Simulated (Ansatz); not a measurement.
A geometry of CaC2 away from equilibrium: step 2 of the relaxation of a relaxed CaC2 cell stretched uniformly to 115 % of its volume. These are r2SCAN (plane waves to 500 eV, PAW, scalar-relativistic; Ansatz, a quantum-chemistry and plane-wave program) values and carry that method's errors. Γ-centred k-mesh 6×6×3 on the run's cell (coarser than for final values), Fermi–Dirac smearing 0.05 eV. The plane waves were selected for a different cell earlier on the path.

```yaml
crystal:
  lattice:
    - [3.30473, -2.07369, -0.00800]
    - [3.30473, 2.07369, -0.00800]
    - [-2.12838, 0.00000, 7.00218]
  atoms:
    - { symbol: Ca, position: [0.18545, 0.81455, 0.75000] }
    - { symbol: Ca, position: [0.81455, 0.18545, 0.25000] }
    - { symbol: C, position: [0.42154, 0.14239, 0.56103] }
    - { symbol: C, position: [0.57846, 0.85761, 0.43897] }
    - { symbol: C, position: [0.85761, 0.57846, 0.93897] }
    - { symbol: C, position: [0.14239, 0.42154, 0.06103] }
```

Q: What forces act on the atoms (eV/Å)?

A: 
```csv
atom,Fx,Fy,Fz
Ca1,0.00,0.23,0.00
Ca2,0.00,-0.23,0.00
C3,-0.13,-0.82,-0.77
C4,0.13,0.82,0.77
C5,0.13,-0.82,0.77
C6,-0.13,0.82,-0.77
```

The path ends in C2/c (No. 15). No spin polarisation in the result.

The run could not lose the symmetry of its start.

The cell that was disturbed is our relaxation of an entry of Materials Project.
